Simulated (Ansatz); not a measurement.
# CuMo₇: zone-centre modes

Method: DFT PBE, scalar-relativistic, plane waves, PAW (Ansatz 0.2.0). Cutoff 420 eV, 12×12×2 k-points (Γ-centred), Gaussian smearing of 0.10 eV. No spin polarisation. Phonons by linear response, acoustic sum rule imposed.

Relaxed structure:
```
CELL_PARAMETERS angstrom
1.58381 -2.19801 0.00000
1.58381 2.19801 0.00000
0.00000 0.00000 17.69265
ATOMIC_POSITIONS crystal
Cu 0.00000 0.00000 0.00000
Mo 0.50000 0.50000 0.37242
Mo 0.00000 0.00000 0.50000
Mo 0.50000 0.50000 0.62758
Mo 0.50000 0.50000 0.87977
Mo 0.50000 0.50000 0.12023
Mo 0.00000 0.00000 0.75477
Mo 0.00000 0.00000 0.24523
```

It was reached by relaxing an invented guess, and it needn't be the stable form of this composition. In a metal, frequencies depend on the k mesh and the smearing, soft modes most.

Q: Is this structure stable against zone-centre distortions?

A: Yes, at Γ: no optical mode is imaginary. Strains and other wave vectors aren't tested by this run.

Q: List the optical modes at Γ (i marks imaginary ones).

A:
```
frequency (cm⁻¹)  degeneracy
              28           1
              46           1
              57           1
              58           1
              84           1
             102           1
             108           1
             116           1
             117           1
             118           1
             144           1
             146           1
             149           1
             162           1
             174           1
             186           1
             189           1
             191           1
             229           1
             241           1
             260           1
```
